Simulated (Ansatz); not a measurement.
BP:
```
BP
1.0
    0.00000     2.14430     2.14430
    2.14430     0.00000     2.14430
    2.14430     2.14430     0.00000
P B
1 1
Direct
  0.00000   0.00000   0.00000
  0.50000   0.50000   0.50000
```

Relaxed with PBEsol. Special points in fractions of this cell's reciprocal vectors: Γ (0.000, 0.000, 0.000); X (0.500, 0.000, 0.500); U (0.625, 0.250, 0.625); K (0.375, 0.375, 0.750); L (0.500, 0.500, 0.500); W (0.500, 0.250, 0.750).

Q: List the band energies nearest the Fermi level at these points for the program Ansatz at the PBEsol level (PAW).

A: In eV from the Fermi level; about four levels below and three above (degenerate sets whole), none deeper than 8.9 eV; points with the same levels are listed once.

```tsv
k	below	above
Γ	–	0.03 0.03 0.03
X	-4.34 -4.34 -2.72	2.39 12.28 12.28
U	-8.37 -8.32 -3.42 -0.35	6.89 7.83 11.27
L	–	0.60 0.60 1.19 1.19
W	-7.53 -7.53 -7.51	3.64 4.79 9.23 9.23
```

Space group Fm-3m (rock salt). The start of the workflow was typed in or built on a structure type; neither database checked (COD, Materials Project) lists it. It is not the phase usual at ambient conditions (space group No. 216). Symmetry was held in the PBEsol relaxation; its stability against distortions is not shown here. Its formation energy is positive at this level, so the cell may be metastable or incomplete.

Potentials: the earlier of the program's two PAW sets. The files were generated under PBE; for other functionals the program regenerates the frozen cores, and for LDA and PBEsol the local potential too.
